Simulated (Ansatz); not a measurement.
## Property card for Cd$_{5}$Te$_{4}$S

Cd$_{5}$Te$_{4}$S:
```
Cd5Te4S
1.0
    2.24798     1.29787    18.36539
   -2.24798     1.29787    18.36539
    0.00000    -2.59574    18.36539
Cd Te S
5 4 1
Cartesian
  0.00000   0.00000  54.81842
  0.00000   0.00000  33.33056
  0.00000   0.00000  11.14860
  0.00000   0.00000  44.07157
  0.00000   0.00000  21.89740
  0.00000   0.00000  30.51786
  0.00000   0.00000   8.35060
  0.00000   0.00000  41.27339
  0.00000   0.00000  19.10093
  0.00000   0.00000  52.29548
```

Space group R3m (No. 160); conventional cell a = b = 4.4960 Å, c = 55.0962 Å, α = β = 90.00°, γ = 120.00°.

Method: PBEsol in the plane-wave PAW code Ansatz. The cell and atoms are relaxed at this level. Other levels are named where they apply.

Cell and energy:

| Quantity | Value |
|---|---|
| Volume per atom | 32.15 Å³ |
| Density | 5.70 g/cm³ |
| Formation energy from the elements (no fitted shifts) | -402 meV/atom |

Electronic structure:

| Quantity | Value |
|---|---|
| Band gap | 0.26 eV (direct) |
| Valence-band maximum | at Γ |
| Conduction-band minimum | at Γ |
| Electron effective mass | 0.046, 0.046, 0.062 mₑ (principal values) |
| Hole effective mass, band 1 of 2 at the edge | 0.82 along x, 2.0 along z (mₑ) |
| Hole effective mass, band 2 of 2 at the edge | 0.040 along x, 2.0 along z (mₑ) |

The first step of the workflow began from a Materials Project structure, measured or hypothetical; the Crystallography Open Database copy checked does not list it. Its standing as an ambient phase is unchecked. Symmetry was held in the PBEsol relaxation; whether a distortion lowers the energy is not shown. The references are the lowest solids computed at this level, not always the standard phases. Spin–orbit coupling is left out wherever it is not named.

Potentials: the later of the program's two PAW sets.
